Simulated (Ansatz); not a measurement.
HgSe (zinc blende)

```yaml
crystal:
  lattice:
    - [0.00000, 3.06666, 3.06666]
    - [3.06666, 0.00000, 3.06666]
    - [3.06666, 3.06666, 0.00000]
  atoms:
    - { symbol: Se, position: [0.25000, 0.25000, 0.25000] }
    - { symbol: Hg, position: [0.00000, 0.00000, 0.00000] }
```

The slice is a {110} plane (indices of the conventional cell) through the point (0.250, 0.250, 0.250) (fractional), spanned by u = [100] and v = [1 -1 -1] in vectors of this cell: u (4.34 Å) and v (6.13 Å, at 90° to u). It covers one period; positions are fractions (u, v).

Computed with PBEsol (plane waves to 420 eV, PAW, scalar-relativistic; Ansatz, a program for electronic structure). k mesh 9×9×9. Inside the PAW spheres the values are not all-electron values, and peaks at nuclei hang on which shells count as valence. At this level the bands of HgSe touch or barely overlap. HgSe was relaxed with its symmetry unable to fall. Spin-orbit coupling is left out, though Hg is heavy.

Task: What is the ELF at the midpoint of the shortest Se–Hg line in this plane (2.66 Å)?

Result: 0.3.

Task: What is the valence density on the shortest Se–Hg line in this plane (2.66 Å), at its midpoint?

Result: 0.41 e/Å³.

Task: Predict the map of the electron localisation function (ELF) on the slice.

Result: 
```
|xx89973111137998x|
|78998631001368998|
|99987520000257899|
|99875310000135789|
|77653100000013567|
|44321000000001234|
|11100000000000011|
|00000000000000000|
|00000000000000000|
|00000000000000000|
|00000000110000000|
|00000111221110000|
|00001222222221000|
|00012333443332100|
|00123445555443210|
|00123456666543210|
|1112356xxxx653211|
|4432346xxxx643234|
|7753245xxxx542357|
|99853356666533589|
|99985234554325899|
|78997323443237998|
|xx89963222236998x|
|xx79973222237997x|
```
Scale: ten equal steps from 0.01 (start of '0') to 0.80 (end of '9'), in the order '0123456789'. Values: electron localisation function (ELF). The map has 17 points along u (one character each, u = 0 at the left) and 24 along v (v = 0 in the bottom row). Points within 0.5 Å of a nucleus are blanked (x), as the pseudised field means little there.
